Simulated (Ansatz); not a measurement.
Polymorphs of Ta$_{2}$O$_{5}$, each relaxed with LDA (plane waves, PAW; program Ansatz):

A: Pmmm
a = 3.6492 Å, b = 3.8371 Å, c = 6.3651 Å, α = β = γ = 90.00°

```tsv
atom	site	symmetry	x	y	z
O	2q	mm2	0.0000	0.0000	0.3210
O	1h	mmm	0.5000	0.5000	0.5000
Ta	1d	mmm	0.5000	0.0000	0.5000
O	1b	mmm	0.5000	0.0000	0.0000
Ta	1a	mmm	0.0000	0.0000	0.0000
O	1e	mmm	0.0000	0.5000	0.0000
```

B: Pmmn
a = 3.810 Å, b = 12.919 Å, c = 3.837 Å, α = β = γ = 90.00°

```
atom  site  symmetry       x       y       z
----  ----  --------  ------  ------  ------
Ta      4e       m..  0.0000  0.1462  0.0021
O       4e       m..  0.5000  0.1854  0.0002
O       4e       m..  0.0000  0.1503  0.5008
O       2a       mm2  0.0000  0.0000  0.0004
```

### Question
Rank these by energy per atom at 0 K (lowest first), as LDA gives it.

### Answer
B (+0 meV/atom), A (+325 meV/atom)

### Question
Give each one's gap.

### Answer
A 0.29 eV; B 2.14 eV.

Standing as an ambient phase not checked: A; B. Unstable at this level: A. All cells were relaxed under the symmetry of their starts (and spin orders); stability against distortions was not tested throughout. Rows with no word on spin ran without spin polarisation. Scalar-relativistic: spin–orbit coupling is off unless named, which matters more the heavier the elements.

Energies hold the estimated change up to a 700 eV cutoff; steps of a few meV lie near the error of the meshes.

Potentials: the later of the program's two PAW sets.
